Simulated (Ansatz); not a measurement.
The start is a generated trial cell of AlNi in the AFLOW prototype AB_hP2_187_d_a (B_h, as in WC). The structure is fully relaxed (lattice and positions, P = 0) with PBEsol (plane waves to 420 eV, PAW, scalar-relativistic; Ansatz, an electronic-structure program). The first steps use a coarse 12×12×11 k-mesh.

The start:
```yaml
crystal:
  lattice:
    - [3.08745, 0.00000, 0.00000]
    - [-1.54373, 2.67381, 0.00000]
    - [0.00000, 0.00000, 3.01320]
  atoms:
    - { symbol: Al, position: [0.00000, 0.00000, 0.00000] }
    - { symbol: Ni, position: [0.66667, 0.33333, 0.50000] }
```
Spin-polarised start, with parallel moments on Ni.

Q: What pressure does the first self-consistent step give?

A: +10.0 GPa (positive: the cell is compressed).

Q: How much energy is released per atom?

A: 0.21 eV/atom.

Q: How do the shortest distances between atoms change?

A: The closest pairs of elements (up to four, under 3.6 Å), start → end: Al–Ni 2.33 → 2.46 Å; Ni–Ni 3.01 → 2.72 Å; Al–Al 3.01 → 2.72 Å.

Q: Is the relaxed structure metallic? Give its gap.

A: Zero (metallic).

Q: What magnetic moments remain?

A: Zero (the starting moments vanished).

Q: Give the final cell and atomic positions.

A: 
```cif
data_AlNi
_chemical_formula_sum 'Al1 Ni1'
_space_group_name_H-M_alt 'P-6m2'
_space_group_IT_number 187
_space_group_name_Hall 'P -6 2'
_cell_length_a 2.72488
_cell_length_b 2.72488
_cell_length_c 3.78251
_cell_angle_alpha 90.000
_cell_angle_beta 90.000
_cell_angle_gamma 120.000
loop_
_atom_site_label
_atom_site_type_symbol
_atom_site_symmetry_multiplicity
_atom_site_Wyckoff_symbol
_atom_site_fract_x
_atom_site_fract_y
_atom_site_fract_z
_atom_site_occupancy
Al1 Al 1 a 0.00000 0.00000 0.00000 1
Ni1 Ni 1 f 0.66667 0.33333 0.50000 1
```

The space group stays P-6m2 (No. 187) (the run could not lower it), with 2 atoms in the primitive cell. Final values are on a 20×20×12 k-mesh of the relaxed cell. No spin polarisation in the result: the starting moments vanished. A magnetic state may lie lower.

The run could not lose the symmetry of its start, so the end can be a saddle point.

All atoms sit on sites fixed by symmetry, so only the cell could relax.

The relaxed structure here is a generated cell of AlNi: the first start was made by placing the elements on the sites of a structure type, and the end was not matched to a known phase here, so it may be hypothetical. Known forms of AlNi include space group No. 221.
